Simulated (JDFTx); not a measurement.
System: aluminate, AlH4O4 (SMILES [OH][Al-]([OH])([OH])[OH]), charge -1, multiplicity 1; geometry: optimised with GFN2-xTB in vacuum (one conformer, no frequencies checked; largest PBE force component 1.5 eV/Å). Z-matrix (Å, degrees):
```
Al
O 1 1.7490
H 2 0.9471 1 118.80
O 1 1.7493 2 113.99 3 74.14
H 4 0.9471 1 118.73 2 74.62
O 1 1.7494 2 107.27 3 -44.45
H 6 0.9470 1 118.61 2 167.19
O 1 1.7497 2 107.21 3 -167.23
H 8 0.9471 1 118.16 2 44.08
```

Computed with JDFTx (a modified build): PBE, GBRV ultrasoft potentials, plane waves to 20/100 Ha. Liquid: CANDLE, water, 0.5 M NaF. The liquid run sits in a periodic box with 4.5 Å from the outermost atoms to the faces; the vacuum run is isolated. Solvation energy here means the total energy in the continuum liquid minus that in vacuum, same nuclei, nothing added for thermal motion or standard states.

For an anion the vacuum reference is delicate: semilocal functionals bind the extra electron weakly. The values are those of the intact species: the continuum can't coordinate to it or react with it. Single-ion values refer to zero potential in the bulk liquid, with no surface-potential term, and depend on the box by about 0.1 eV.

| Property | Value |
|---|---|
| solvation energy | -78 kcal/mol |
| highest occupied level in the liquid (zero: bulk electrolyte) | -7.09 eV |
| volume of the model's cavity | 206.6 Å³ |
| rough cost, vacuum and liquid run | 8 min and 8 min of core time |
